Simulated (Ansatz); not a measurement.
## Structure relaxation, Nb

The start is a relaxed Nb cell, doubled along one cell vector, shaken by Gaussian noise of σ = 0.08 Å a coordinate. Cell shape, volume and atoms are optimised at zero target pressure with PBEsol (plane waves to 420 eV, PAW, scalar-relativistic; Ansatz, a first-principles code). First-step values are on the input's coarse k-mesh.

Ansatz input (later rounds restart from its end on a renewed k-mesh):
Ansatz 0.2 input:
```yaml
crystal:
  lattice:
    - [-1.3555682726, 1.3555682726, 2.4275241057]
    - [1.3555682726, -1.3555682726, 2.4275241057]
    - [2.7111365452, 2.7111365452, -4.8550482114]
  atoms:
    - { symbol: Nb, position: [-0.0201827962, 0.0236604779, 0.0002282916] }
    - { symbol: Nb, position: [-0.0181191323, 0.0010280488, 0.496995877] }
basis: { ecutwfc: 420, ecutrho_ratio: 4, xc_grid: 2, fft_grid_basis: typed }
kpoints: { mp_grid: { grid: [14, 14, 9] } }
hamiltonian:
  xc: pbesol
  dispersion: none
  pseudopotentials: { kind: paw }
scf: { occupations: { method: fermi_dirac, width: 0.05 } }
relax: { f_tol: 0.01, max_steps: 100, cell: { stress_tol: 0.02 } }
output: { forces: true, stress: true }
```

**Question.** By how much does the energy per atom fall from start to end?

**Answer.** 0.16 eV/atom.

**Question.** How does the volume change?

**Answer.** -1.9 %, from 17.84 to 17.50 Å³/atom.

**Question.** Is the parent structure recovered?

**Answer.** It does not go back: it reaches Im-3m (No. 229), bcc (W type), 0.15 eV/atom below the parent.

**Question.** How do the shortest distances between atoms change?

**Answer.** The closest pairs of elements (up to four, under 3.6 Å), start → end: Nb–Nb 2.67 → 2.83 Å.

**Question.** What band gap does the relaxed structure have at this level?

**Answer.** No gap (metallic).

**Question.** Write out the relaxed structure.

**Answer.** 
```cif
data_Nb2
_chemical_formula_sum 'Nb2'
_space_group_name_H-M_alt 'Im-3m'
_space_group_IT_number 229
_space_group_name_Hall '-I 4 2 3'
_cell_length_a 3.27126
_cell_length_b 3.27126
_cell_length_c 3.27126
_cell_angle_alpha 90.000
_cell_angle_beta 90.000
_cell_angle_gamma 90.000
loop_
_atom_site_label
_atom_site_type_symbol
_atom_site_symmetry_multiplicity
_atom_site_Wyckoff_symbol
_atom_site_fract_x
_atom_site_fract_y
_atom_site_fract_z
_atom_site_occupancy
Nb1 Nb 2 a 0.00000 0.00000 0.00000 1
```
(The calculation used a cell of 1 atom; values per cell refer to that cell.)

Final values are on a 20×20×20 k-mesh of the relaxed cell. No spin polarisation in the result.

The run could not lose the symmetry of its start.

Of the parent cell (I4/mmm (No. 139)): it is a generated cell of Nb: the first start was made by placing the elements on the sites of a structure type, and the end was not matched to a known phase here, so it may be hypothetical. Known forms of Nb include space group No. 229.
